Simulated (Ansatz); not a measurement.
The elements of this relaxed trial crystal are hidden behind letters.

```
lattice vectors (Å)
   3.2534    0.0000    0.0000
  -1.6267    2.8175    0.0000
   0.0000    0.0000    7.8474
fractional positions
X 0.0000 0.0000 0.5000
Z 0.3333 0.6667 0.1602
Z 0.6667 0.3333 0.8398
Q 0.0000 0.0000 0.0000
```

The calculation used DFT PBE, scalar-relativistic, plane waves, PAW (Ansatz 0.2.0). Cutoff 420 eV, Γ-centred 18×18×6 mesh (4-atom cell), Gaussian smearing of 0.10 eV, no spin polarisation.

| Quantity | Value |
| --- | --- |
| Space group | P-3m1 (No. 164) |
| Conventional cell | a = 3.253 Å, c = 7.847 Å |
| Volume per atom | 17.98 Å³ |
| Density | 5.10 g/cm³ |
| Energy over the elements | −0.85 eV/atom |
| Gap on the 18×18×6 mesh of the 4-atom cell | 0 eV (a metal) |

Energies are uncorrected and count from the elements' standard states at the same level.

Problem. X is an s-block element of period 3, Z is a d-block element of period 5 and Q is a p-block element of period 2. Which elements are they?

Solution. X = Mg, Z = Zr, Q = N, so the formula is MgZr2N. Density times volume gives a mean mass of 5.10 × 17.98/1.6605 = 55.2 u per atom, and this set has 55.2 u. Mg is surrounded by 6 Mg at 3.25 Å and 6 Zr at 3.26 Å; Zr is surrounded by 3 N at 2.26 Å, 9 Zr at 3.14–3.25 Å and 3 Mg at 3.26 Å; around N lie 6 Zr at 2.26 Å. Other sets within the hints have nearly the same mass, so mass alone doesn't settle it; this one was computed.

A structure relaxed within its symmetry needn't be a true minimum.
